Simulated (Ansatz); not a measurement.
Na$_{2}$PdSe$_{2}$:
```cif
data_Na8Pd4Se8
_chemical_formula_sum 'Na8 Pd4 Se8'
_space_group_name_H-M_alt 'Cmc21'
_space_group_IT_number 36
_space_group_name_Hall 'C 2c -2'
_cell_length_a 3.71123
_cell_length_b 10.70405
_cell_length_c 11.32142
_cell_angle_alpha 90.000
_cell_angle_beta 90.000
_cell_angle_gamma 90.000
loop_
_atom_site_label
_atom_site_type_symbol
_atom_site_symmetry_multiplicity
_atom_site_Wyckoff_symbol
_atom_site_fract_x
_atom_site_fract_y
_atom_site_fract_z
_atom_site_occupancy
Na1 Na 4 a 0.00000 0.43645 0.12729 1
Na2 Na 4 a 0.00000 0.17571 0.90677 1
Pd1 Pd 4 a 0.00000 0.13520 0.24844 1
Se1 Se 4 a 0.00000 0.72228 0.12740 1
Se2 Se 4 a 0.00000 0.54680 0.36810 1
```
(The calculation used a cell of 10 atoms; values per cell refer to that cell.)

Relaxed with r²SCAN.

Problem. Which orbitals make up the states near the band edges in the program Ansatz at the r²SCAN level (PAW)?

Solution. Top 1 eV of the valence band: Se 4p 66 %, Pd 4d 30 %. Bottom 1 eV of the conduction band: Se 4p 55 %, Pd 4d 32 %, Se 4s 5 %. Projections are on Löwdin-orthogonalised atomic valence shells; empty p or d shells of many metals are not among them.

Problem. Tabulate the density of states.

Solution. States/eV per cell of 10 atoms, in 0.25 eV bins, energy from the valence-band maximum.

```
E (eV)  total  Se 4p  Pd 4d  Na 3s
------  -----  -----  -----  -----
-7.85    0.00   0.00   0.00   0.00
-7.60    0.00   0.00   0.00   0.00
-7.35    0.00   0.00   0.00   0.00
-7.10    0.00   0.00   0.00   0.00
-6.85    0.00   0.00   0.00   0.00
-6.60    0.00   0.00   0.00   0.00
-6.35    0.00   0.00   0.00   0.00
-6.10    0.00   0.00   0.00   0.00
-5.85    0.00   0.00   0.00   0.00
-5.60    0.00   0.00   0.00   0.00
-5.35    0.00   0.00   0.00   0.00
-5.10    0.21   0.12   0.08   0.01
-4.85    6.43   4.04   1.93   0.21
-4.60    4.55   2.70   1.54   0.14
-4.35   12.93   5.74   6.66   0.28
-4.10    4.24   2.32   1.68   0.10
-3.85    4.63   2.58   1.78   0.14
-3.60    7.92   4.18   3.31   0.15
-3.35   13.86   7.27   5.62   0.68
-3.10    5.87   3.14   2.45   0.17
-2.85    9.16   4.96   3.80   0.18
-2.60    6.60   3.25   3.10   0.10
-2.35    3.79   0.78   2.91   0.03
-2.10    9.49   1.80   7.48   0.08
-1.85   12.04   2.76   8.35   0.63
-1.60   12.48   4.26   7.10   0.63
-1.35    7.02   3.61   3.06   0.15
-1.10   12.24   8.24   3.49   0.19
-0.85   10.84   7.98   2.51   0.09
-0.60    5.95   3.56   2.15   0.11
-0.35    7.89   4.77   2.82   0.14
-0.10    1.86   1.23   0.59   0.02
0.15     0.00   0.00   0.00   0.00
0.40     0.00   0.00   0.00   0.00
0.65     0.00   0.00   0.00   0.00
0.90     0.19   0.09   0.07   0.02
1.15     2.23   1.12   0.75   0.14
1.40     4.36   2.42   1.40   0.15
1.65     3.90   2.21   1.23   0.10
1.90     2.90   1.73   0.89   0.05
2.15     1.69   1.13   0.48   0.02
2.40     0.71   0.50   0.20   0.00
2.65     0.00   0.00   0.00   0.00
2.90     0.11   0.00   0.00   0.07
3.15     0.62   0.03   0.01   0.35
3.40     4.10   0.20   0.05   1.23
3.65     3.20   0.26   0.04   1.18
3.90     2.69   0.31   0.05   1.15
4.15     2.50   0.36   0.04   1.13
4.40     5.01   0.55   0.08   1.62
4.65     6.19   0.74   0.12   2.24
4.90     3.94   0.49   0.08   1.59
5.15     2.08   0.23   0.04   0.83
5.40     1.64   0.15   0.03   0.66
5.65     1.34   0.09   0.01   0.54
```

Space group Cmc2_1. The workflow started from a Materials Project entry (that database holds measured and hypothetical structures alike); the Crystallography Open Database copy checked does not list it. Whether it is the stable phase at ambient conditions was not checked. The cell was relaxed with r²SCAN under the symmetry of its start; whether a distortion lowers the energy is not shown. No spin polarisation was allowed. Scalar-relativistic: spin–orbit coupling is off unless named, which matters more the heavier the elements.

Potentials: the later of the program's two PAW sets.
